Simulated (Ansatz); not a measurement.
# Structures of Al₃GaSb₄: which is lowest?

Plane-wave DFT in Ansatz with scalar-relativistic PAW potentials, cutoff 420 eV, Γ-centred meshes chosen by cell and gap, Gaussian smearing with energies taken to zero width. Every cell was relaxed (cell and atoms) in a run of its own, within the symmetry of its start. Functional: PBEsol.

Relaxed structures (starts from databases or built by putting these elements on another compound's sites):
A. Pm, 8 atoms in the computed cell, a = 7.137 Å, b = 4.333 Å, c = 7.503 Å, β = 90.0°; sites (symmetry × multiplicity) Al m × 1 + m × 1 + m × 1, Ga m × 1, Sb m × 1 + m × 1 + m × 1 + m × 1; start: built
B. P-43m, 8 atoms in the computed cell, a = 6.147 Å; sites (symmetry × multiplicity) Al -42.m × 3, Ga -43m × 1, Sb .3m × 4; start: built

Rank them by energy. Could pressure change the order?

| structure | group | E − E(lowest) (meV/atom) | V (Å³/atom) | gap on mesh (eV) |
| --- | --- | --- | --- | --- |
| B | P-43m | 0.0 | 29.03 | 0.43 |
| A | Pm | 7.2 | 29.01 | 0.53 |

B is lowest, 7 meV/atom under A. The two lowest differ in volume by under 3 %, too little for a first-order estimate of what pressure does to that pair (other pairs aren't weighed here); with rigid cells even 3 % in favour of the higher one would need about 1 GPa. Other structures may lie lower than all of these, and vibrations aren't counted.

Spin-orbit coupling is left out, which matters for the bands of heavy elements.